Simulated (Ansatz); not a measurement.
InIr₃N (anti-perovskite, Pm-3m) under volume change, DFT-PBEsol in the program Ansatz with PAW potentials, scaled uniformly.

```json
[
 {"V (Å³/atom)": "12.650", "E − E(relaxed) (meV/atom)": "112.8", "P (GPa)": "31.70"},
 {"V (Å³/atom)": "13.067", "E − E(relaxed) (meV/atom)": "47.0", "P (GPa)": "19.21"},
 {"V (Å³/atom)": "13.484", "E − E(relaxed) (meV/atom)": "11.0", "P (GPa)": "8.75"},
 {"V (Å³/atom)": "13.901", "E − E(relaxed) (meV/atom)": "0.0", "P (GPa)": "0.00"},
 {"V (Å³/atom)": "14.318", "E − E(relaxed) (meV/atom)": "[?]", "P (GPa)": "[?]"},
 {"V (Å³/atom)": "14.735", "E − E(relaxed) (meV/atom)": "[?]", "P (GPa)": "[?]"},
 {"V (Å³/atom)": "15.152", "E − E(relaxed) (meV/atom)": "78.9", "P (GPa)": "-18.54"}
]
```

Q: What belongs in the gaps?

A: 
- 14.318, E − E(relaxed) (meV/atom): 9.8
- 14.318, P (GPa): -7.33
- 14.735, E − E(relaxed) (meV/atom): 37.1
- 14.735, P (GPa): -13.44

Q: What does a third-order Birch–Murnaghan fit give for V₀, B₀ and B′?

A: V₀ = 13.90 Å³/atom, B₀ = 266 GPa, B′ = 4.9.

The start of the workflow was typed in or built on a structure type; neither database checked (COD, Materials Project) lists it. Its standing as an ambient phase is unchecked. The PBEsol relaxation kept the symmetry of its start. At this level the phase is dynamically unstable (imaginary phonons). The workflow began spin-polarised and lost its moments. Its formation energy is positive at this level, so the cell may be metastable or incomplete. Spin–orbit coupling is left out wherever it is not named.

Potentials: the later of the program's two PAW sets.
